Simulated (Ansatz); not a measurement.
Al2Cu:
Space group I4/mmm (No. 139); a = b = 3.4364 Å, c = 7.7009 Å, α = β = γ = 90.00°

| atom | site | symmetry | x | y | z |
|---|---|---|---|---|---|
| Cu | 2a | 4/mmm | 0.0000 | 0.0000 | 0.0000 |
| Al | 4e | 4mm | 0.0000 | 0.0000 | 0.3344 |
(The calculation used a cell of 3 atoms; values per cell refer to that cell.)

Relaxed at zero pressure with PBE in the plane-wave PAW code Ansatz.

The volume is raised by 9 % and shape and atoms relax at that volume. What pressure results, and how do the axes share the change?

-6.0 GPa; a 4.2 %, b 4.2 %, c 0.5 %; the energy rises by 27 meV/atom.

Give the new structure.


Space group I4/mmm (No. 139); a = b = 3.580 Å, c = 7.736 Å, α = β = γ = 90.00°

```
atom  site  symmetry       x       y       z
----  ----  --------  ------  ------  ------
Cu      2a     4/mmm  0.0000  0.0000  0.0000
Al      4e       4mm  0.0000  0.0000  0.3329
```

The phase is kept; no other phase was compared at this pressure.

The cell is a constructed one: a structure type filled with these elements; the Crystallography Open Database copy checked does not list it. It is not the phase usual at ambient conditions (space group No. 140). Symmetry was held in the PBE relaxation; its stability against distortions is not shown here. The run is not spin-polarised. Axis ratios of metals converge slowly with the k-mesh, so a and c are less sure than the volume.

Potentials: the later of the program's two PAW sets.
